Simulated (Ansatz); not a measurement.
# Cd: energy along a strain

Cd, P6_3/mmc, a = 2.979 Å, c = 5.618 Å (as given, not relaxed at this level: -4.4 GPa). Ansatz: LDA, PAW, 420 eV, Γ-centred 18×18×8 mesh on 2 atoms, Gaussian smearing 0.15 eV; no spin polarisation. Cell vectors (Å): 2.979 0.000 0.000; -1.489 2.580 0.000; 0.000 0.000 5.618. The cell is strained by x per cent times the pattern (1 1 0 0 0 0) in the order xx yy zz yz xz xy (engineering shears), with fractional coordinates held. y is the free energy over the start, V0 = 21.585 Å³/atom.

| x (%) | y (meV/atom) |
| --- | --- |
| -4.00 | -18.96 |
| -3.00 | -22.26 |
| -2.00 | -19.48 |
| -1.00 | -11.69 |
| 0.00 | 0.00 |
| 1.00 | 14.73 |
| 2.00 | ? |
| 3.00 | 51.62 |
| 3.50 | 62.16 |
| 4.00 | 73.16 |

Q: Fit y = c1 x + c2 x² + c3 x³ to the other rows, get the stiffness along the pattern, and predict the missing energy.

A: Least squares on the rows shown. y = 13.412 x + 1.6736 x² − 0.11953 x³. The clamped-ion stiffness p·C·p = 2 × 16.74 eV × 160.2 / 21.585 Å³ = 248 GPa (second derivative at the start, which stands under stress). With a term in x⁴ added, the coefficient of x² becomes 1.546, 8 % less, which shows how far this figure hangs on the form. At x = 2.00 the fit asked for gives 32.56 meV/atom. The run gave 32.03 meV/atom, so the fit is 0.53 meV/atom too high, within twice the rms miss on the fitted rows (0.30 meV/atom).